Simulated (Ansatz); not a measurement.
La4H9:
```xyz
13
Lattice="-2.8130 2.8130 5.6683 2.8130 -2.8130 5.6683 2.8130 2.8130 -5.6683" Properties=species:S:1:pos:R:3 pbc="T T T"
La     0.0000     0.0000     8.5513
La     0.0000     0.0000     2.7853
La     0.0000     2.8130     0.0000
La     2.8130     0.0000     0.0000
H      1.4569     1.4569    -1.4384
H      1.3560     1.3560     7.1067
H      1.3560    -1.3560     4.2299
H     -1.3560     1.3560     7.1067
H      1.3560     1.3560     4.2299
H      1.4569     1.4569     1.4384
H     -1.3560     1.3560     4.2299
H      1.3560    -1.3560     7.1067
H      0.0000     0.0000     0.0000
```

Relaxed with r²SCAN. Special points in fractions of this cell's reciprocal vectors: Γ (0.000, 0.000, 0.000); X (0.000, 0.000, 0.500); P (0.250, 0.250, 0.250); N (0.000, 0.500, 0.000); M (0.500, 0.500, -0.500); S (0.312, 0.688, -0.312); S0 (-0.312, 0.312, 0.312); R (-0.123, 0.123, 0.500); G (0.500, 0.500, -0.123).

Problem. List the band energies nearest the Fermi level at these points for r²SCAN (plane waves, PAW; program Ansatz).

Solution. In eV from the Fermi level; about four levels below and three above (degenerate sets whole), none deeper than 8.9 eV; points with the same levels are listed once.

```
k                    below                above
-  -----------------------  -------------------
Γ  -3.09 -2.82 -1.39 -0.76       0.96 1.00 1.00
X  -4.27 -3.78 -3.06 -2.66       0.11 0.92 0.93
P  -3.56 -3.52 -3.52 -2.81       0.41 0.41 0.48
N  -4.22 -4.17 -3.53 -0.42       0.07 0.31 1.39
M  -3.04 -3.04 -1.76 -0.14       0.26 1.58 1.58
S  -3.78 -3.44 -0.66 -0.01  0.28 1.39 1.58 1.59
R  -3.87 -3.31 -2.85 -0.16       0.54 0.75 1.00
```

Space group I4/mmm. The workflow started from a Materials Project entry (that database holds measured and hypothetical structures alike); the Crystallography Open Database copy checked does not list it. Its standing as an ambient phase is unchecked. Symmetry was held in the r²SCAN relaxation; its stability against distortions is not shown here. Scalar-relativistic: spin–orbit coupling is off unless named, which matters more the heavier the elements.

Potentials: the later of the program's two PAW sets.
